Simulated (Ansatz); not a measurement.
Starting cell, SnSe2 (CdI2 type):

```yaml
crystal:
  lattice:
    - [7.68056, 0.00000, 0.00000]
    - [-1.92014, 3.32578, 0.00000]
    - [0.00000, 0.00000, 6.00569]
  atoms:
    - { symbol: Sn, position: [0.00000, 0.00000, 0.00000] }
    - { symbol: Sn, position: [0.50000, 0.00000, 0.00000] }
    - { symbol: Se, position: [0.16667, 0.66667, 0.26533] }
    - { symbol: Se, position: [0.66667, 0.66667, 0.26533] }
    - { symbol: Se, position: [0.33333, 0.33333, 0.73467] }
    - { symbol: Se, position: [0.83333, 0.33333, 0.73467] }
```

In this cell atom 1 (Sn, nearest neighbour Se at 2.730 Å; its periodic images, 3.8 Å or more away, move with it) is moved by s towards the nearest neighbour, unit vector (-0.703, 0.406, -0.584); all other atoms and the cell stay fixed.

These are PBE-D3(BJ) (plane waves to 420 eV, PAW, scalar-relativistic; Ansatz, a program for electronic structure) values and carry that method's errors. k mesh 4×8×5 (Γ-centred), Fermi-Dirac smearing 0.05 eV. E stands for the smeared free energy. Left out: 2 of 11 points, with atoms too close for the PAW data. As the smearing reaches across the gap at some points, energies and forces of such displacements shift with the k mesh and the smearing. SnSe2 was relaxed with its symmetry unable to fall. The zero of ΔE is the undisplaced structure.

The scan covers s from -0.656 to 0.656 Å in 9 points.

**Question.** Is this a single well or a double well?

**Answer.** A single well with its minimum at or next to zero displacement.

**Question.** Is the energy the same for equal positive and negative displacements?

**Answer.** Even: the same for both signs. With its periodic images moving along, the atom's site symmetry in this cell is 2/m.

**Question.** What is the energy change at s = 0.656 Å?

**Answer.** 2921 meV/cell.

**Question.** What force acts on the atom along the line at s = -0.656 Å?

**Answer.** 12.8 eV/Å.

**Question.** What is the force constant k = d²E/ds² of this move at s = 0?

**Answer.** 8.43 eV/Å².

(A displaced cell: forces are minus the slopes of the energy, force constants its curvatures, and phonons follow from these.)
